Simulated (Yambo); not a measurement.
BSE-type run in Yambo on KIO3 (space group R3m, No. 160), at zero momentum.

Quantum ESPRESSO step (PBEsol, PseudoDojo standard norm-conserving files, fully relativistic):
```
&CONTROL
  calculation = 'nscf'
  pseudo_dir = './pseudo'
  outdir = './out'
/
&SYSTEM
  ibrav = 0
  nat = 5
  ntyp = 3
  ecutwfc = 84.0
  ecutrho = 336.0
  occupations = 'fixed'
  force_symmorphic = .true.
  nbnd = 102
  noncolin = .true.
  lspinorb = .true.
/
&ELECTRONS
  conv_thr = 5e-09
  diago_full_acc = .true.
  diago_thr_init = 1e-08
/
ATOMIC_SPECIES
O 15.9990 O.upf
K 39.0983 K.upf
I 126.9045 I.upf
CELL_PARAMETERS angstrom
  3.101619908000   1.790721089000   2.621460000000
 -3.101619908000   1.790721089000   2.621460000000
  0.000000000000  -3.581442177000   2.621460000000
ATOMIC_POSITIONS crystal
O   0.545415000000   0.545415000000   0.099090000000
O   0.099090000000   0.545415000000   0.545415000000
O   0.545415000000   0.099090000000   0.545415000000
K   0.008330000000   0.008330000000   0.008330000000
I   0.506850000000   0.506850000000   0.506850000000
K_POINTS automatic
4 4 4 0 0 0
```

Yambo input:
```
rim_cut
optics
bse
bss
dipoles
em1s
RandQpts= 1000000
RandGvec= 1 Ry
FFTGvecs= 40 Ry
Chimod= "HARTREE"
BSKmod= "SEX"
BSEmod= "resonant"
BSSmod= "hs"
BSENGexx= 15 Ry
BSENGBlk= 3 Ry
% BSEQptR
 1 | 1 |
%
% BSEBands
 17 | 40 |
%
% BEnRange
 0.0 | 9.1 | eV
%
% BDmRange
 0.15 | 0.15 | eV
%
BEnSteps= 182
% BLongDir
 1.0 | 0.0 | 0.0 |
%
BSHayTrs= -0.02
BSSNEig= 48
WRbsWF
% BndsRnXs
 1 | 98 |
%
NGsBlkXs= 3 Ry
% LongDrXs
 1.0 | 1.0 | 1.0 |
%
```

From the report:

The dimension is k points × valence × conduction bands = 64 × 18 × 6 = 6912.
```
  [SLEPC] Approach                          : Krylov-Schur
  [SLEPC] Number of requested eigenvalues   :   48
  [SLEPC] Number of eigenvalues        [NEV]:   48
   [K] Dimension                                    :   6912
   [K] Bands                                        :   17   40
   [K] Exchange res                                 : yes
   [K] Correlation res                              : yes
   [K] W interaction is bare                        : no
   [K] RL vectors exchange                          :   607
   [K] RL vectors correlation                       :   63
   [W] Matrix size                                  :   63
   [W] Bands                                        :    1   98
   [W] Coulomb Cutoff                               : none
   [W] Hxc Kernel                                   : HARTREE
```

Geometry of the Materials Project entry, not relaxed at this level.
